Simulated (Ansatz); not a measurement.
**SbAs: levels along high-symmetry lines**

```
Sb As
1.0
     2.01275    1.16206    3.61233
    -2.01275    1.16206    3.61233
     0.00000   -2.32412    3.61233
Sb As
1 1
Direct
  0.50000 0.50000 0.50000
  0.00000 0.00000 0.00000
```

Atom numbers follow the list: Sb1, As2.

The cell comes from COD entry 9001315, which wasn't checked; take it as a given geometry.

Spin–orbit coupling is left out, though it moves levels of the heavy atoms by tenths of an eV or more.

These are results of DFT, PBEsol, all-electron LAPW, scalar-relativistic (Ansatz 0.2.0), not measurements.

Settings: a Γ-centred 11×11×11 k mesh, Fermi–Dirac smearing of 0.05 eV, basis error target 1 meV/atom, no spin polarisation.

Points in fractions of the reciprocal vectors of this cell: Γ (0, 0, 0), T (0.5, 0.5, 0.5), H2 (0.764, 0.236, 0.5), H0 (0.5, -0.236, 0.236), L (0.5, 0, 0), S0 (0.368, -0.368, 0), S2 (0.632, 0, 0.368), F (0.5, 0, 0.5). The path joins them by straight lines in the order Γ–T–H2–H0–L–Γ–S0–S2–F; legs that retrace an earlier one aren't tabulated. Energies are in eV from the Fermi level.

(1) Metal or insulator at this level of theory?

(2) Tabulate bands 20 to 26, counted from the lowest band of the run, along the path.

Answers

(1) No gap opens: metallic or semimetallic.

(2) 
| k (1/Å) | point | band 20 | band 21 | band 22 | band 23 | band 24 | band 25 | band 26 |
| --- | --- | --- | --- | --- | --- | --- | --- | --- |
| 0.00 | Γ | -5.16 | -2.42 | -1.24 | -1.24 | 3.57 | 3.57 | 4.00 |
| 0.12 |  | -5.52 | -2.12 | -1.22 | -1.22 | 3.34 | 3.34 | 3.78 |
| 0.25 |  | -6.31 | -1.51 | -1.18 | -1.18 | 2.81 | 2.81 | 3.31 |
| 0.37 |  | -7.23 | -1.09 | -1.09 | -0.90 | 2.18 | 2.18 | 2.78 |
| 0.50 |  | -8.15 | -0.96 | -0.96 | -0.40 | 1.56 | 1.56 | 2.25 |
| 0.62 |  | -9.03 | -0.78 | -0.78 | -0.01 | 1.01 | 1.01 | 1.79 |
| 0.75 |  | -9.79 | -0.57 | -0.57 | 0.29 | 0.56 | 0.56 | 1.42 |
| 0.87 | T | -10.21 | -0.45 | -0.45 | 0.36 | 0.36 | 0.43 | 1.25 |
| 0.99 |  | -10.17 | -1.25 | -0.95 | 0.15 | 0.40 | 1.28 | 2.02 |
| 1.11 |  | -10.05 | -2.27 | -1.93 | 0.13 | 0.46 | 2.49 | 3.17 |
| 1.22 |  | -9.85 | -3.19 | -2.91 | 0.16 | 0.54 | 3.71 | 4.26 |
| 1.34 |  | -9.61 | -3.96 | -3.78 | 0.19 | 0.60 | 4.79 | 5.07 |
| 1.46 |  | -9.34 | -4.55 | -4.47 | 0.18 | 0.61 | 5.38 | 5.46 |
| 1.58 |  | -9.12 | -4.93 | -4.91 | 0.10 | 0.51 | 5.41 | 5.61 |
| 1.69 | H2 | -9.01 | -5.06 | -5.00 | -0.05 | 0.32 | 5.45 | 5.70 |
| 1.79 |  | -8.98 | -5.20 | -4.69 | -0.82 | 0.97 | 5.09 | 5.94 |
| 1.89 |  | -8.95 | -5.31 | -4.17 | -1.73 | 1.83 | 4.48 | 5.50 |
| 1.99 |  | -8.94 | -5.37 | -3.54 | -2.56 | 2.72 | 3.66 | 5.28 |
| 2.09 |  | -8.94 | -5.37 | -3.54 | -2.56 | 2.72 | 3.66 | 5.28 |
| 2.19 |  | -8.95 | -5.31 | -4.17 | -1.73 | 1.83 | 4.48 | 5.50 |
| 2.29 |  | -8.98 | -5.20 | -4.69 | -0.82 | 0.97 | 5.09 | 5.94 |
| 2.38 | H0 | -9.01 | -5.06 | -5.00 | -0.05 | 0.32 | 5.45 | 5.70 |
| 2.49 |  | -9.05 | -4.87 | -4.83 | -0.22 | 0.10 | 5.39 | 5.50 |
| 2.59 |  | -9.18 | -4.46 | -4.43 | -0.40 | -0.15 | 4.83 | 4.99 |
| 2.70 |  | -9.36 | -3.90 | -3.79 | -0.58 | -0.38 | 3.91 | 4.28 |
| 2.80 |  | -9.53 | -3.19 | -3.01 | -0.72 | -0.58 | 2.87 | 3.37 |
| 2.91 |  | -9.66 | -2.37 | -2.16 | -0.79 | -0.72 | 1.79 | 2.33 |
| 3.01 |  | -9.75 | -1.47 | -1.43 | -0.82 | -0.63 | 0.72 | 1.27 |
| 3.12 | L | -9.78 | -1.24 | -0.86 | -0.75 | -0.07 | -0.04 | 0.46 |
| 3.26 |  | -9.33 | -1.47 | -0.87 | -0.63 | -0.06 | 0.15 | 0.66 |
| 3.39 |  | -8.53 | -1.75 | -1.04 | -0.60 | 0.31 | 0.63 | 1.10 |
| 3.53 |  | -7.64 | -1.96 | -1.16 | -0.76 | 0.99 | 1.23 | 1.66 |
| 3.66 |  | -6.76 | -2.11 | -1.23 | -0.93 | 1.77 | 1.93 | 2.32 |
| 3.80 |  | -5.97 | -2.24 | -1.24 | -1.09 | 2.59 | 2.65 | 3.02 |
| 3.93 |  | -5.39 | -2.36 | -1.24 | -1.20 | 3.28 | 3.29 | 3.68 |
| 4.07 | Γ | -5.16 | -2.42 | -1.24 | -1.24 | 3.57 | 3.57 | 4.00 |
| 4.23 |  | -5.46 | -2.38 | -1.32 | -1.11 | 2.98 | 3.11 | 3.83 |
| 4.39 |  | -6.18 | -2.43 | -1.38 | -0.76 | 1.81 | 1.86 | 3.96 |
| 4.56 |  | -7.07 | -2.88 | -1.07 | -0.24 | 0.57 | 0.59 | 4.22 |
| 4.72 |  | -7.95 | -3.55 | -0.97 | -0.54 | -0.05 | 0.45 | 4.62 |
| 4.89 |  | -8.70 | -4.25 | -1.86 | -1.48 | 0.72 | 1.28 | 5.17 |
| 5.05 |  | -9.16 | -4.88 | -2.70 | -2.23 | 1.82 | 2.26 | 5.78 |
| 5.21 | S0 | -8.94 | -5.38 | -3.35 | -2.78 | 3.08 | 3.31 | 5.26 |
| 5.30 |  | -9.01 | -5.28 | -3.64 | -2.28 | 2.22 | 3.81 | 5.57 |
| 5.39 |  | -9.07 | -5.09 | -4.08 | -1.50 | 1.25 | 4.39 | 5.87 |
| 5.48 |  | -9.11 | -4.82 | -4.48 | -0.65 | 0.31 | 4.94 | 5.45 |
| 5.56 |  | -9.11 | -4.82 | -4.48 | -0.65 | 0.31 | 4.94 | 5.45 |
| 5.65 |  | -9.07 | -5.09 | -4.08 | -1.50 | 1.25 | 4.39 | 5.87 |
| 5.74 |  | -9.01 | -5.28 | -3.64 | -2.28 | 2.22 | 3.81 | 5.57 |
| 5.82 | S2 | -8.94 | -5.38 | -3.35 | -2.78 | 3.08 | 3.31 | 5.26 |
| 5.88 |  | -8.72 | -5.52 | -3.53 | -2.92 | 3.55 | 3.65 | 4.67 |
| 5.94 |  | -8.48 | -5.65 | -3.68 | -3.04 | 3.74 | 4.02 | 4.39 |
| 6.00 |  | -8.26 | -5.75 | -3.81 | -3.13 | 3.40 | 4.47 | 4.59 |
| 6.06 |  | -8.07 | -5.83 | -3.91 | -3.20 | 3.02 | 4.88 | 4.90 |
| 6.12 |  | -7.91 | -5.89 | -3.98 | -3.24 | 2.73 | 5.12 | 5.25 |
| 6.18 |  | -7.82 | -5.92 | -4.03 | -3.27 | 2.55 | 5.29 | 5.50 |
| 6.24 | F | -7.79 | -5.93 | -4.04 | -3.28 | 2.48 | 5.34 | 5.59 |
